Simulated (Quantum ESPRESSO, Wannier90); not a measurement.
## TlI (CsCl type): Wannier90 run

```
CELL_PARAMETERS angstrom
      4.23821     0.00000     0.00000
      0.00000     4.23821     0.00000
      0.00000     0.00000     4.23821
ATOMIC_POSITIONS crystal
  Tl 0.00000 0.00000 0.00000
  I  0.50000 0.50000 0.50000
```

Cell from Materials Project (mp-23197), symmetrised, no further relaxation. COD (Crystallography Open Database) has the formula in 2 space groups, this one among them (matched by group alone). Method: PBEsol plane waves in Quantum ESPRESSO 7.5 (PseudoDojo norm-conserving files, 56 Ry, no spin polarisation, no spin-orbit coupling), Bloch states on a 8×8×8 mesh through Γ, Wannier90 4.0.1. Density: 8×8×8 mesh, cold smearing 0.01 Ry. Spin-orbit coupling is left out although heavy elements are present.

The plane-wave run has 20 bands and 20 electrons a cell. On the energy scale of pw.x, whose zero is arbitrary, the valence-band maximum lies at 4.78 eV.

Input w.win, without the blocks of cell, atoms and k-points (512 lines):

```
num_bands = 15
num_wann = 8
exclude_bands = 2-6
num_iter = 800
conv_tol = 1.0e-6
conv_window = 4
dis_num_iter = 1000
dis_conv_tol = 1.0e-6
dis_froz_max = 7.92
dis_win_max = 10.11
write_hr = true
write_u_matrices = true
begin projections
Tl: s;p
I: s;p
end projections
mp_grid = 8 8 8
```

wannier90.x stops with:
```
dis_windows: Energy window contains fewer states than number of target WFs
```
At some k-point the outer window holds fewer bands than num_wann, so no subspace of that size can be extracted. Mended as below, all else unchanged, the run goes through (Ω_I = 14.6 Å²) and follows the plane-wave bands to 5.8 meV rms (states up to 2.6 eV relative to the valence-band maximum).
Remove the line dis_win_max = 10.11.
